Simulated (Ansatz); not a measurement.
## Calculated ¹⁷O NMR of the central transition for HfSiO4

Cell: a structure deposited in the COD, taken as it stands.

Space group I4_1/amd:1 (No. 141); a = 6.5725, c = 5.9632 Å.

| site | Wyckoff | site symmetry | x | y | z |
| --- | --- | --- | --- | --- | --- |
| Hf | 4a | -4m2 | 0.0000 | 0.5000 | 0.2500 |
| Si | 4b | -4m2 | 0.5000 | 0.0000 | 0.2500 |
| O | 16h | .m. | 0.5000 | 0.3155 | 0.8198 |

One atom of each set is listed; the run and its k-mesh use a cell of 12 atoms with edges of 5.52, 5.52, 5.52 Å.

Method: Kohn–Sham DFT in Ansatz, PBE, plane waves and PAW (field gradients read without the response of the frozen cores, which leaves them typically 4 to 6 % off), scalar-relativistic, 420 eV cutoff, Γ-centred 5×5×5 k-points, Fermi–Dirac smearing 0.02 eV.

¹⁷O has I = 5/2 and Q = -25.58 mb (Pyykkö 2018); at 28.2 T its Larmor frequency is ν₀ = 162.8 MHz. Only the quadrupole interaction is simulated: positions count from each site's isotropic chemical shift, and J coupling is left out, as are shift anisotropy and dipolar coupling, which fast spinning averages.

Q: What does the ¹⁷O spectrum (fast magic-angle spinning) show for each site?

A: 

```
site                          first shell  C_Q (MHz)     η  P_Q (MHz)  δ_QIS (ppm)  breadth (kHz)
   O  1 Si at 1.62 Å, 2 Hf at 2.11–2.26 Å      -3.00  0.87       3.36        -2.55          0.931
```

δ_QIS = −(ν_Q²/30ν₀²)[I(I+1) − 3/4](1 + η²/3) × 10⁶ ppm with ν_Q = 3|C_Q|/[2I(2I−1)]; it falls as 1/B₀² in ppm, and the breadth as 1/B₀ in kHz.

At this cell the PBE pressure is 7 GPa, so with PBE the cell would grow if it were relaxed. The largest force is 0.3 eV/Å, so the atoms aren't at the calculated equilibrium and relaxing them would move these values. Without spin–orbit coupling the gradients at and beside Hf can be off by some per cent, at some sites by more.
